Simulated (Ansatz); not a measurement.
ScCu: stiffness from a series of strains

```
CELL_PARAMETERS angstrom
3.25600 0.00000 0.00000
0.00000 3.25600 0.00000
0.00000 0.00000 3.25600
ATOMIC_POSITIONS crystal
Sc 0.50000 0.50000 0.50000
Cu 0.00000 0.00000 0.00000
```

Atoms are numbered in the order listed.

The conventional cell has a = 3.256 Å, b = 3.256 Å, c = 3.256 Å, α = 90.00°, β = 90.00°, γ = 90.00°. Sc (atom 1) has 8 Cu at 2.82 Å as nearest neighbours. Cu (atom 2) has 8 Sc at 2.82 Å as nearest neighbours.

The geometry is COD entry 1523972, unchecked; take it as a test cell.

All numbers below come from Ansatz 0.2.0, DFT, LDA, all-electron LAPW, scalar-relativistic.

Sampling and basis: a Γ-centred 11×11×11 k mesh, Fermi–Dirac smearing of 0.05 eV, basis error target 0.5 meV/atom, no spin polarisation.

The strain is applied along the Cartesian axes of the cell as listed (the other components stay zero). Fractional coordinates are held (clamped ions).

σ is the change of stress from the unstrained cell, which is at -7.60 GPa; tension is positive, so slopes are stress–strain coefficients at that pressure. In a metal the k mesh adds noise.

Only quantities that a quadratic follows smoothly over the whole series are listed; rougher ones are left out.

```tsv
εzz	σzz (GPa)	σxx (GPa)
-0.0200	-2.17	-1.27
0.0000	0.00	0.00
0.0100	0.97	0.60
0.0200	1.91	1.15
```

(1) Fit the series and read off the stiffness at zero strain.

(2) One run, at εzz = -0.0100, is withheld. Predict its row.

Results:

(1) Least-squares fits y = p0 + p1 x + p2 x² to the rows give σzz (GPa): p1 = 102, p2 = -310; σxx (GPa): p1 = 60.6, p2 = -160. So C11 = 102 GPa and C12 = 61 GPa, which gives B = (C11 + 2 C12)/3 = 75 GPa.

(2) The fits give -1.06, -0.62; the run gave -1.03, -0.63.
